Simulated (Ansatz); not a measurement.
Ansatz (a first-principles code) input:

Ansatz 0.2 input:
```yaml
crystal:
  lattice:
    - [7.0219989004, 0.0, 0.0]
    - [0.0, 7.0219989004, 0.0]
    - [0.0, 0.0, 7.2982221877]
  atoms:
    - { symbol: In, position: [0.1551966389, 0.1551966389, 0.2635987493] }
    - { symbol: In, position: [0.8448033611, 0.8448033611, 0.7364012507] }
    - { symbol: In, position: [0.3448033611, 0.6551966389, 0.7635987493] }
    - { symbol: In, position: [0.6551966389, 0.3448033611, 0.2364012507] }
    - { symbol: In, position: [0.8448033611, 0.8448033611, 0.2635987493] }
    - { symbol: In, position: [0.1551966389, 0.1551966389, 0.7364012507] }
    - { symbol: In, position: [0.6551966389, 0.3448033611, 0.7635987493] }
    - { symbol: In, position: [0.3448033611, 0.6551966389, 0.2364012507] }
    - { symbol: In, position: [0.5, 0.0, 0.0] }
    - { symbol: In, position: [0.5, 0.0, 0.5] }
    - { symbol: In, position: [0.0, 0.5, 0.5] }
    - { symbol: In, position: [0.0, 0.5, 0.0] }
    - { symbol: Ru, position: [0.6559940141, 0.6559940141, 0.0] }
    - { symbol: Ru, position: [0.3440059859, 0.3440059859, 0.0] }
    - { symbol: Ru, position: [0.8440059859, 0.1559940141, 0.5] }
    - { symbol: Ru, position: [0.1559940141, 0.8440059859, 0.5] }
kpoints:
  mp_grid: { grid: [3, 3, 3] }
  band_path:
    path:
      - [[0.0, 0.0, 0.0], [0.0, 0.5, 0.0], [0.5, 0.5, 0.0], [0.0, 0.0, 0.0], [0.0, 0.0, 0.5], [0.0, 0.5, 0.5], [0.5, 0.5, 0.5], [0.0, 0.0, 0.5]]  # Γ-X-M-Γ-Z-R-A-Z
      - [[0.0, 0.5, 0.0], [0.0, 0.5, 0.5]]  # X-R
      - [[0.5, 0.5, 0.0], [0.5, 0.5, 0.5]]  # M-A
      - [VBM, CBM]
    npoints: 8
hamiltonian:
  xc: r2scan
  pseudopotentials: { kind: paw }
magnetization: { noncollinear: true, spin_orbit: true }
scf:
  n_extra_bands: 32
  convergence: { dr2_threshold: 0.0000000001 }
  occupations: { method: gaussian, width: 0.01 }
checkpoint: { write: soc.run }
output: { eigenvalues: true }
```

Output (shortened):

```
Pseudopotential: In, paw_fr, valence charge 13
Pseudopotential: Ru, paw_fr, valence charge 16
Functional definition: r2SCAN
non-collinear run that drives no moment, with spin-orbit …
Crystal: 16 atoms, lattice volume = 359.864 Å³
Basis set: ecut = 500 eV, 9159 PW (Γ), exchange–correlation on 216×216×216 points (64 copies of the dense FFT grid, shifted against one another)
Bands: 252, of which v1, the nominal top of the filled ones, is band 220 counted from 1 (219 counted from 0)
Symmetry: 16 space group operations + 16 with time reversal
k-points: 6 of 27
Projection manifold: j_resolved (fully-relativistic pseudo-atomic orbitals)
SCF iter   1: F=—  HF=-90770.556735 eV  |F-HF|=—  |Δ(HF+E_count)|=         —  Δρ=7.43e-2  dr2=2.42e1  dr2_τ=2.45e-1  dr2_m=0.00e0 (ungated)  ethr=3.10e-3  |M|=0.00e0 ∫|m|=0.00e0 μB  |m|>n=0.0e0 m-floor=0.0e0 τ_xc=0.0e0  β_m=0.30  ⟨swp⟩=6.2  Hψ=3355  notcnv=0  defer=6
preconditioner: auto → Resta (q_TF=auto, 2.513 Å⁻¹)
spin=Noncollinear: Resta preconditioning applied to the charge; magnetization (m_x, m_y, m_z) channels mix plain (no charge-response kernel on spin).
SCF iter   2: F=—  HF=-90767.443904 eV  |F-HF|=—  |Δ(HF+E_count)|=    3.11e0  Δρ=2.66e-2  dr2=4.11e0  dr2_τ=1.66e-1  dr2_m=0.00e0 (ungated)  ethr=3.10e-3  |M|=0.00e0 ∫|m|=0.00e0 μB  |m|>n=0.0e0 m-floor=0.0e0 τ_xc=0.0e0  β_m=0.33  ⟨swp⟩=2.5  Hψ=1540  notcnv=0  defer=160
SCF iter   3: F=—  HF=-90767.248776 eV  |F-HF|=—  |Δ(HF+E_count)|=   1.95e-1  Δρ=2.10e-2  dr2=2.17e0  dr2_τ=8.55e-3  dr2_m=0.00e0 (ungated)  ethr=1.87e-3  |M|=0.00e0 ∫|m|=0.00e0 μB  |m|>n=0.0e0 m-floor=0.0e0 τ_xc=0.0e0  β_m=0.66  ⟨swp⟩=1.7  Hψ=687  notcnv=0  defer=160
SCF iter   4: F=—  HF=-90767.204171 eV  |F-HF|=—  |Δ(HF+E_count)|=   4.46e-2  Δρ=3.27e-3  dr2=6.85e-2  dr2_τ=7.89e-4  dr2_m=0.00e0 (ungated)  ethr=9.88e-4  |M|=0.00e0 ∫|m|=0.00e0 μB  |m|>n=0.0e0 m-floor=0.0e0 τ_xc=0.0e0  β_m=0.83  ⟨swp⟩=2.8  Hψ=1117  notcnv=0  defer=160
SCF iter   5: F=—  HF=-90767.211396 eV  |F-HF|=—  |Δ(HF+E_count)|=   7.22e-3  Δρ=1.17e-3  dr2=8.37e-3  dr2_τ=6.33e-5  dr2_m=0.00e0 (ungated)  ethr=3.11e-5  |M|=0.00e0 ∫|m|=0.00e0 μB  |m|>n=0.0e0 m-floor=0.0e0 τ_xc=0.0e0  β_m=0.92  ⟨swp⟩=3.0  Hψ=1091  notcnv=0  defer=162
SCF iter   6: F=—  HF=-90767.212662 eV  |F-HF|=—  |Δ(HF+E_count)|=   1.27e-3  Δρ=2.67e-4  dr2=4.64e-4  dr2_τ=1.98e-6  dr2_m=0.00e0 (ungated)  ethr=3.81e-6  |M|=0.00e0 ∫|m|=0.00e0 μB  |m|>n=0.0e0 m-floor=0.0e0 τ_xc=0.0e0  β_m=0.96  ⟨swp⟩=2.0  Hψ=1119  notcnv=0  defer=162
SCF iter   7: F=—  HF=-90767.212725 eV  |F-HF|=—  |Δ(HF+E_count)|=   6.34e-5  Δρ=9.06e-5  dr2=2.66e-5  dr2_τ=4.87e-7  dr2_m=0.00e0 (ungated)  ethr=2.11e-7  |M|=0.00e0 ∫|m|=0.00e0 μB  |m|>n=0.0e0 m-floor=0.0e0 τ_xc=0.0e0  β_m=0.91  ⟨swp⟩=2.0  Hψ=1287  notcnv=0  defer=162
SCF iter   8: F=—  HF=-90767.212751 eV  |F-HF|=—  |Δ(HF+E_count)|=   2.56e-5  Δρ=1.75e-5  dr2=1.03e-6  dr2_τ=1.58e-8  dr2_m=0.00e0 (ungated)  ethr=1.21e-8  |M|=0.00e0 ∫|m|=0.00e0 μB  |m|>n=0.0e0 m-floor=0.0e0 τ_xc=0.0e0  β_m=0.96  ⟨swp⟩=2.0  Hψ=1237  notcnv=0  defer=162
SCF iter  12: F=-90767.213229 eV  HF=-90767.213229 eV  |F-HF|=8.73e-11  |Δ(HF+E_count)|=  6.98e-10  Δρ=1.03e-7  dr2=6.02e-11  dr2_τ=4.61e-13  dr2_m=0.00e0 (ungated)  ethr=1.00e-12  |M|=0.00e0 ∫|m|=0.00e0 μB  |m|>n=0.0e0 m-floor=0.0e0 τ_xc=0.0e0  ⟨swp⟩=10.3  Hψ=3171  notcnv=0
SCF 1 converged in 12 iterations: F = -90767.213229 eV  dr2 = 6.02e-11
NSCF: frozen V_eff on 40 k-points
NSCF: frozen V_eff on 40 k-points
NSCF: frozen V_eff on 40 k-points
NSCF: frozen V_eff on 40 k-points
NSCF: frozen V_eff on 7 k-points
NSCF: frozen V_eff on 5 k-points
NSCF: frozen V_eff on 21 k-points
NSCF: frozen V_eff on 5 k-points
NSCF: frozen V_eff on 25 k-points
NSCF: frozen V_eff on 4 k-points
NSCF: frozen V_eff on 19 k-points
NSCF: frozen V_eff on 19 k-points
NSCF: frozen V_eff on 13 k-points
NSCF: frozen V_eff on 5 k-points
NSCF: frozen V_eff on 84 k-points
WARN: pass on a band path, mesh or list of k-points …
SCF converged after 12 iterations
Magnetization: |M| = 0.0000 μB,  M = (+0.0000, +0.0000, +0.0000) μB
Absolute magnetization: 0.0000 μB (∫|m|)
  site 0: m = (+0.0000, +0.0000, +0.0000) μB, |m| = 0.0000 μB  (R = 1.11 Å)
  site 1: m = (+0.0000, +0.0000, +0.0000) μB, |m| = 0.0000 μB  (R = 1.11 Å)
  site 2: m = (+0.0000, +0.0000, +0.0000) μB, |m| = 0.0000 μB  (R = 1.11 Å)
  site 3: m = (+0.0000, +0.0000, +0.0000) μB, |m| = 0.0000 μB  (R = 1.11 Å)
  site 4: m = (+0.0000, +0.0000, +0.0000) μB, |m| = 0.0000 μB  (R = 1.11 Å)
  site 5: m = (+0.0000, +0.0000, +0.0000) μB, |m| = 0.0000 μB  (R = 1.11 Å)
  site 6: m = (+0.0000, +0.0000, +0.0000) μB, |m| = 0.0000 μB  (R = 1.11 Å)
  site 7: m = (+0.0000, +0.0000, +0.0000) μB, |m| = 0.0000 μB  (R = 1.11 Å)
  site 8: m = (+0.0000, +0.0000, +0.0000) μB, |m| = 0.0000 μB  (R = 1.09 Å)
  site 9: m = (+0.0000, +0.0000, +0.0000) μB, |m| = 0.0000 μB  (R = 1.09 Å)
  site 10: m = (+0.0000, +0.0000, +0.0000) μB, |m| = 0.0000 μB  (R = 1.09 Å)
  site 11: m = (+0.0000, +0.0000, +0.0000) μB, |m| = 0.0000 μB  (R = 1.09 Å)
  site 12: m = (+0.0000, +0.0000, +0.0000) μB, |m| = 0.0000 μB  (R = 1.09 Å)
  site 13: m = (+0.0000, +0.0000, +0.0000) μB, |m| = 0.0000 μB  (R = 1.09 Å)
  site 14: m = (+0.0000, +0.0000, +0.0000) μB, |m| = 0.0000 μB  (R = 1.09 Å)
  site 15: m = (+0.0000, +0.0000, +0.0000) μB, |m| = 0.0000 μB  (R = 1.09 Å)
Free energy (F): -90767.213229 eV
Harris-Foulkes:  -90767.213229 eV  (|F-HF|=8.73e-11)
Internal energy: -90767.213229 eV  (E = F + TS)
E sigma→0 (E₀):  -90767.213229 eV
Fermi energy:    12.130855 eV
--- Per-component energies (eV) ---
  E_band       = -973.817484
  E_kinetic    = 4980.992959
  E_local      = -21698.284411  (includes V_loc(G=0)·N_el)
  E_nonlocal   = 5784.005388
  E_hartree    = 8404.076860
  E_xc         = -3155.489206
  E_vxc        = -2358.857071  (∫ρ·V_xc dr)
  E_paw        = -63981.101008  (= ΣΔE_a)
  E_vpaw       = -4655.853853  (= ΣTr[D̂ρ^β])
  E_aug_tail   = 0.000425  (compensation charges beyond the density's cutoff)
  E_vtau       = 166.024616  (kinetic-family band-sum trace: ∫τ·v_τ [+ j·A + Jᵃ·Aᵃ] dr)
  E_ewald      = -21111.860712
  E_core_change = 10.446476  (= ΣΔE_core)
  E_smearing   =  0.000000  (= −TS)
  E_closure    =  0.000000  (closes the sum)
  Σ components = -90767.213229   (vs F -90767.213229, Δ=0.00e0)
  [band-id]    e_kinetic+e_local+e_nonlocal+2·e_hartree+e_vxc+e_vpaw+e_augmentation_tail+e_vtau = -973.818227   (vs E_band -973.817484, Δ=-7.43e-4)
--- Band table (eV; the first three rows and the last of 6) ---
  k-point 0: bands = ["-61.9505", "-61.9505", "-61.9502", "-61.9502", "-61.9450", "-61.9450", "-61.9450", "-61.9450", "-33.5306", "-33.5306", "-33.5298", "-33.5298", "-33.5138", "-33.5138", "-33.5126", "-33.5126", "-30.2230", "-30.2230", "-30.2214", …
  k-point 1: bands = ["-61.9504", "-61.9504", "-61.9503", "-61.9503", "-61.9450", "-61.9450", "-61.9450", "-61.9450", "-33.5304", "-33.5304", "-33.5300", "-33.5300", "-33.5135", "-33.5135", "-33.5129", "-33.5129", "-30.2225", "-30.2225", "-30.2217", …
  k-point 2: bands = ["-61.9503", "-61.9503", "-61.9502", "-61.9502", "-61.9451", "-61.9451", "-61.9451", "-61.9451", "-33.5300", "-33.5300", "-33.5296", "-33.5296", "-33.5139", "-33.5139", "-33.5133", "-33.5133", "-30.2218", "-30.2218", "-30.2209", …
  k-point 5: bands = ["-61.9503", "-61.9503", "-61.9502", "-61.9502", "-61.9451", "-61.9451", "-61.9451", "-61.9451", "-33.5296", "-33.5296", "-33.5293", "-33.5293", "-33.5140", "-33.5140", "-33.5139", "-33.5139", "-30.2207", "-30.2207", "-30.2204", …
```

Cost: about 4 core-hours (a rough figure) on shared cores.

Space group P4_2/mnm. The workflow started from a Materials Project entry (that database holds measured and hypothetical structures alike); the Crystallography Open Database copy checked does not list it. Its standing as an ambient phase is unchecked. Symmetry was held in the r²SCAN relaxation; whether a distortion lowers the energy is not shown. The run is not spin-polarised.

Potentials: the later of the program's two PAW sets.

Ansatz is a plane-wave DFT program.
